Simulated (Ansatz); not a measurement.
LaAl2Si2:
Space group P-3m1 (No. 164); a = 4.2261 Å, b = 4.2261 Å, c = 7.0415 Å, α = 90.00°, β = 90.00°, γ = 120.00°

```tsv
atom	site	symmetry	x	y	z
La	1a	-3m.	0.0000	0.0000	0.0000
Al	2d	3m.	0.6667	0.3333	0.3657
Si	2d	3m.	0.3333	0.6667	0.2748
```

Relaxed with r²SCAN.

Q: Which orbitals make up the states near the Fermi level in plane-wave PAW r²SCAN (Ansatz code)?

A: Within 0.5 eV of the Fermi level: La 5d 42 %, Al 3p 16 %, Si 3p 15 %, Al 3s 11 %, La 4f 7 %, outside the projected shells 5 %. Projections are on Löwdin-orthogonalised atomic valence shells; empty p or d shells of many metals are not among them.

Q: Tabulate the density of states.

A: States/eV per cell of 5 atoms, in 0.25 eV bins, energy from the Fermi level.

```tsv
E (eV)	total	La 4f	Si 3p	La 5d
-7.85	0.00	0.00	0.00	0.00
-7.60	0.00	0.00	0.00	0.00
-7.35	0.00	0.00	0.00	0.00
-7.10	0.00	0.00	0.00	0.00
-6.85	0.00	0.00	0.00	0.00
-6.60	0.27	0.00	0.11	0.04
-6.35	1.25	0.00	0.51	0.13
-6.10	2.37	0.01	1.00	0.16
-5.85	1.05	0.00	0.44	0.07
-5.60	1.70	0.01	0.70	0.17
-5.35	1.66	0.01	0.68	0.17
-5.10	1.72	0.01	0.72	0.17
-4.85	1.87	0.01	0.78	0.18
-4.60	1.87	0.02	0.78	0.18
-4.35	1.78	0.02	0.74	0.14
-4.10	1.41	0.01	0.59	0.10
-3.85	1.44	0.01	0.62	0.10
-3.60	1.86	0.01	0.83	0.17
-3.35	3.53	0.02	1.61	0.43
-3.10	4.09	0.03	1.92	0.49
-2.85	2.35	0.02	1.15	0.30
-2.60	2.98	0.03	1.53	0.50
-2.35	3.25	0.04	1.74	0.61
-2.10	3.36	0.06	1.83	0.71
-1.85	3.15	0.08	1.78	0.68
-1.60	2.69	0.09	1.59	0.54
-1.35	1.47	0.07	0.90	0.27
-1.10	0.63	0.04	0.38	0.11
-0.85	0.75	0.02	0.28	0.23
-0.60	0.92	0.02	0.21	0.37
-0.35	1.07	0.04	0.21	0.47
-0.10	1.50	0.07	0.25	0.65
0.15	2.32	0.14	0.29	1.02
0.40	1.58	0.17	0.18	0.59
0.65	2.95	0.53	0.35	0.94
0.90	3.04	0.65	0.33	0.96
1.15	3.75	1.11	0.33	0.96
1.40	4.77	1.84	0.35	1.04
1.65	5.88	3.17	0.26	1.04
1.90	10.38	7.73	0.24	1.05
2.15	22.20	19.01	0.27	1.21
```

The workflow started from a Materials Project entry (that database holds measured and hypothetical structures alike); the Crystallography Open Database copy checked does not list it. Whether it is the stable phase at ambient conditions was not checked. The r²SCAN relaxation kept the symmetry of its start; whether a distortion lowers the energy is not shown. Scalar-relativistic: spin–orbit coupling is off unless named, which matters more the heavier the elements.

Potentials: the earlier of the program's two PAW sets.
